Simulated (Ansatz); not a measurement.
**LaLuO3: computed property card**

LaLuO₃:
```cif
data_LaLuO3
_chemical_formula_sum 'La1 Lu1 O3'
_space_group_name_H-M_alt 'P 1'
_space_group_IT_number 1
_cell_length_a 4.15307
_cell_length_b 4.15307
_cell_length_c 4.15307
_cell_angle_alpha 90.000
_cell_angle_beta 90.000
_cell_angle_gamma 90.000
loop_
_space_group_symop_operation_xyz
  'x, y, z'
loop_
_atom_site_label
_atom_site_type_symbol
_atom_site_fract_x
_atom_site_fract_y
_atom_site_fract_z
_atom_site_occupancy
La1 La 0.00000 0.00000 0.00000 1
Lu1 Lu 0.50000 0.50000 0.50000 1
O1 O 0.00000 0.50000 0.50000 1
O2 O 0.50000 0.50000 0.00000 1
O3 O 0.50000 0.00000 0.50000 1
```

Space group Pm-3m (No. 221), cubic perovskite; conventional cell a = 4.153 Å, b = 4.153 Å, c = 4.153 Å, α = 90.00°, β = 90.00°, γ = 90.00°.

Method: LDA in the plane-wave PAW code Ansatz. Geometry: relaxed at this level of theory. Other levels are named where they apply.

### Cell and energy

- Volume per atom = 14.33 Å³
- Density = 8.39 g/cm³
- Formation energy from the elements (no fitted shifts) = -3.25 eV/atom

### Electronic structure

- Band gap: 1.37 eV (direct)
- Valence-band maximum: at Γ
- Conduction-band minimum: at Γ
- Electron effective mass, band 1 of 2 at the edge: 1.2 along [100], 1.0 along [110], 0.92 along [111] (mₑ)
- Electron effective mass, band 2 of 2 at the edge: 0.74 along [100], 0.82 along [110], 0.92 along [111] (mₑ)
- Hole effective mass, band 1 of 3 at the edge: 3.2 along [100], 3.2 along [110], 0.97 along [111] (mₑ)
- Hole effective mass, band 2 of 3 at the edge: 3.2 along [100], 0.72 along [110], 0.97 along [111] (mₑ)
- Hole effective mass, band 3 of 3 at the edge: 0.32 along [100], 0.49 along [110], 0.60 along [111] (mₑ)

### Mechanics

- Bulk modulus (Birch–Murnaghan fit): 163 GPa
- Pressure derivative B′: 4.4
- Elastic constants (relaxed ions, GPa): C11 = 378, C12 = 55.4, C44 = 50.9
- Mechanical stability: stable (all eigenvalues of C positive)
- Hill bulk and shear moduli: 163 and 82.6 GPa
- Young's modulus: 212 GPa
- Poisson's ratio: 0.28
- Debye temperature from the elastic constants: 429 K

### Dielectric response

* **Electronic dielectric constant ε∞ (DFPT)**: 5.93
* **Born charges (a third of the trace)**: La +4.60, Lu +3.80, O -2.80 e

### Phonons

* **Highest zone-centre frequency (without LO–TO term)**: 669 cm⁻¹
* **Zone-centre stability**: unstable, softest mode 236i cm⁻¹
* **Dynamical stability on the path**: unstable, down to 311i cm⁻¹

A made-up cell: these elements were put on the sites of a structure type; neither database checked (COD, Materials Project) lists it. Its standing as an ambient phase is unchecked. The LDA relaxation kept the symmetry of its start. The references are the lowest solids computed at this level, not always the standard phases (solids in place of the gases). Scalar-relativistic: spin–orbit coupling is off unless named, which matters more the heavier the elements.

Potentials: the earlier of the program's two PAW sets. The files were generated under PBE; for other functionals the program regenerates the frozen cores, and for LDA and PBEsol the local potential too.
